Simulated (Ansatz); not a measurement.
LiNbO3:
```
CELL_PARAMETERS angstrom
      2.60435     1.50362     4.73880
     -2.60435     1.50362     4.73880
      0.00000    -3.00724     4.73880
ATOMIC_POSITIONS crystal
  Li 0.35672 0.35672 0.35672
  Li 0.64328 0.64328 0.64328
  Nb 0.14372 0.14372 0.14372
  Nb 0.85628 0.85628 0.85628
  O  0.21555 0.56175 0.95604
  O  0.78445 0.43825 0.04396
  O  0.56175 0.95604 0.21555
  O  0.43825 0.04396 0.78445
  O  0.95604 0.21555 0.56175
  O  0.04396 0.78445 0.43825
```

Relaxed with r²SCAN. Special points in fractions of this cell's reciprocal vectors: Γ (0.000, 0.000, 0.000); T (0.500, 0.500, 0.500); H2 (0.766, 0.234, 0.500); H0 (0.500, -0.234, 0.234); L (0.500, 0.000, 0.000); S0 (0.367, -0.367, 0.000); S2 (0.633, 0.000, 0.367); F (0.500, 0.000, 0.500).

List the band energies nearest the valence-band maximum at these points for DFT-r²SCAN in the program Ansatz with PAW potentials.

In eV from the valence-band maximum; about four levels below and three above (degenerate sets whole), none deeper than 8.9 eV; points with the same levels are listed once.

```csv
k,below,above
Γ,-0.51 -0.35 -0.23 -0.23,4.87 5.17 5.35 5.35
T,-0.36 -0.36 -0.33 -0.33,4.80 5.36 5.36
H2,-0.52 -0.39 -0.36 -0.23,4.52 4.81 5.07
L,-0.39 -0.24 -0.19 -0.14,4.47 4.56 5.21
S0,-0.50 -0.39 -0.32 -0.27,4.49 4.80 5.02
F,-0.45 -0.31 -0.21 -0.07,4.43 4.92 5.22
```

Space group R-3. The workflow started from a Materials Project entry (that database holds measured and hypothetical structures alike); the Crystallography Open Database files this formula in space group No. 148, but the cells were not matched. It is not the phase usual at ambient conditions (space group No. 161). Symmetry was held in the r²SCAN relaxation; whether a distortion lowers the energy is not shown. The run is not spin-polarised. Scalar-relativistic: spin–orbit coupling is off unless named, which matters more the heavier the elements.

Potentials: the earlier of the program's two PAW sets. The files were generated under PBE; for other functionals the program regenerates the frozen cores, and for LDA and PBEsol the local potential too.
